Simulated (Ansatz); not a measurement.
H2 on a (101) slab of TiB2 (P6/mmm (No. 191)), 12 planes, outer planes B (top) and B (bottom), 1 a cell of 49.4 Å², relaxed and still whole (its atoms last):

```
CELL_PARAMETERS angstrom
6.00746 0.00000 0.00000
-3.00373 8.21942 0.00000
0.00000 0.00000 24.71293
ATOMIC_POSITIONS crystal
B 0.70847 0.41694 0.32372
B 0.70847 0.91694 0.32372
B 0.20847 0.41694 0.32372
B 0.20847 0.91694 0.32372
Ti 0.35016 0.20032 0.33730
Ti 0.35016 0.70032 0.33730
Ti 0.85016 0.20032 0.33730
Ti 0.85016 0.70032 0.33730
B 0.49185 0.48371 0.35088
B 0.49185 0.98371 0.35088
B 0.99185 0.48371 0.35088
B 0.99185 0.98371 0.35088
B 0.05863 0.61726 0.40521
B 0.05863 0.11726 0.40521
B 0.55863 0.61726 0.40521
B 0.55863 0.11726 0.40521
Ti 0.70032 0.40065 0.41879
Ti 0.70032 0.90065 0.41879
Ti 0.20032 0.40065 0.41879
Ti 0.20032 0.90065 0.41879
B 0.84202 0.68403 0.43237
B 0.84202 0.18403 0.43237
B 0.34202 0.68403 0.43237
B 0.34202 0.18403 0.43237
B 0.40858 0.81737 0.48771
B 0.40856 0.31730 0.48762
B 0.90863 0.81735 0.48771
B 0.90857 0.31741 0.48782
Ti 0.05022 0.60079 0.49974
Ti 0.05058 0.10107 0.49972
Ti 0.55002 0.60039 0.49977
Ti 0.55021 0.10100 0.49968
B 0.19258 0.88530 0.51524
B 0.19280 0.38523 0.51535
B 0.69258 0.88526 0.51522
B 0.69214 0.38523 0.51538
B 0.76030 0.02060 0.57314
B 0.76023 0.52088 0.57307
B 0.26005 0.01996 0.57316
B 0.26045 0.52094 0.57301
Ti 0.39926 0.79866 0.58119
Ti 0.39894 0.29857 0.58239
Ti 0.89920 0.79866 0.58120
Ti 0.89925 0.29914 0.58109
B 0.54794 0.09556 0.59252
B 0.54883 0.59806 0.59288
B 0.04743 0.09548 0.59253
B 0.04813 0.59657 0.59289
H 0.46171 0.30363 0.66178
H 0.32369 0.29189 0.66094
```

All numbers below come from Ansatz, DFT PBE+D3(BJ), scalar-relativistic, plane waves, PAW. Plane waves to 420 eV, a k mesh through Γ of 4×3×1 on the computed 50-atom cell and Gaussian smearing (0.10 eV); no spin polarisation. The cell repeats along c with a dipole correction in the vacuum.

It binds with 0.47 eV a molecule against the clean slab and the free molecule (no zero-point or thermal terms); its shortest contact is H–Ti 1.99 Å. Take first-order desorption with no barrier to adsorption, no reaction on the face and an assumed prefactor of 10^13 s⁻¹.

Task: How long does a molecule stay at 300 K?

Result: τ = ν⁻¹·exp(E/k_BT) with k_BT = 0.0259 eV: E/k_BT = 18.2, so τ ≈ 8×10^-6 s. At about one hit a site a second (10⁻⁶ mbar) the coverage is near τ × 1 s⁻¹, so a layer needs roughly 1×10^-1 mbar.

Task: Where does its peak lie in a desorption experiment heated at 5 K/s?

Result: The peak obeys E/(k_B·T_p²) = (ν/β)·exp(−E/k_BT_p). Solving gives T_p ≈ 181 K (E/k_BT_p = 30.1). An error of 0.1 eV in E moves it by about 39 K, and larger molecules have larger prefactors, which lowers it.

Task: Is this physisorption or chemisorption?

Result: The tightest contact, H–Ti 1.99 Å, is 1.04 times the sum of covalent radii, and deformation and lateral interaction add up to +0.05 eV. This is chemisorption.

Cost: 6 runs of about 2.6 core-hours in all, on Intel Xeon Platinum 8488C (Sapphire Rapids) (shared hosts).